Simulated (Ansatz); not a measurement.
Stoichiometric slabs of Ta (Fm-3m (No. 225)), cut along different planes. They are 10 to 10 Å thick, cut from the relaxed bulk and then relaxed; γ is the mean of both faces, φ the top face's.

```
Ta
1.0
     0.00000    2.08780    2.08780
     2.08780    0.00000    2.08780
     2.08780    2.08780    0.00000
Ta
1
Direct
  0.00000 0.00000 0.00000
```

The calculation used DFT PBEsol, scalar-relativistic, plane waves, PAW in Ansatz 0.2.0. Cutoff 420 eV, k spacing 0.19 to 0.25 Å⁻¹, dipole correction; spin where the bulk is magnetic.

```tsv
slab	cell (Å²)	γ as cut (J/m²)	γ relaxed (J/m²)	φ (eV)	bulk gap (eV)
(111), Ta/Ta	7.5	2.65	2.64	4.73	0.0
(110), Ta/Ta	12.3	2.93	2.66	3.94	0.0
```

Question: Estimate γ for (100), Ta/Ta (cell 8.7 Å², bulk gap 0.0 eV).

Answer: 2.62 J/m² as cut and 2.53 J/m² relaxed, the lowest of the 3.

Question: Which of these faces must appear on a crystal's equilibrium shape?

Answer: By Wulff's rule each face lies at a distance from the centre in proportion to its γ, so the lowest, (100), Ta/Ta at 2.53 J/m², lies nearest and is sure to appear among those computed; areas also depend on angles and on how many equivalent faces there are.

Reconstructions weren't sought.

Spin-orbit coupling is left out, which matters for the bands of heavy elements.

The reference crystal is the fcc form of Ta, which isn't its usual structure.

Cost: 9 runs of about 12 core-minutes in all, on Intel Xeon Platinum 8175M (Skylake/Cascade Lake), Arm Neoverse V1, Arm Neoverse V2 (shared hosts).